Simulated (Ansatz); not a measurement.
# Al: axial (c/a) deformation path

Level of theory: DFT r2SCAN, scalar-relativistic, plane waves, PAW in Ansatz 0.2.0. The runs took a 500 eV cutoff, a Γ-centred 24×24×6 mesh and Gaussian smearing (0.15 eV). No spin polarisation. Energies are free energies at this smearing, counted from the undisturbed cell; pressure is positive in compression.

Reference structure (relaxed at this level; this form isn't the usual structure):

```
Al
1.0
     2.82220    0.00000    0.00000
    -1.41110    2.44410    0.00000
     0.00000    0.00000    9.26206
Al
4
Direct
  0.00000 0.00000 0.00000
  0.33333 0.66667 0.25000
  0.00000 0.00000 0.50000
  0.66667 0.33333 0.75000
```

At fixed volume and fractional coordinates, lengths along (0.000, 0.000, 1.000) are scaled against those across it; ρ is that ratio over its starting value. The cell is metallic on the mesh throughout.

```
    ρ  ΔE (meV/atom) pressure (GPa)
0.800          148.0             5.4
0.850           80.3             2.8
0.920           22.3             0.8
0.960            6.3             0.1
1.000            0.0             0.0
1.050            8.7             0.4
1.100           29.6             1.3
1.200          111.7             4.7
1.300          240.0             9.5
```

Cost: 9 runs of about 3.2 core-minutes in all, on Arm Neoverse V2 (shared hosts).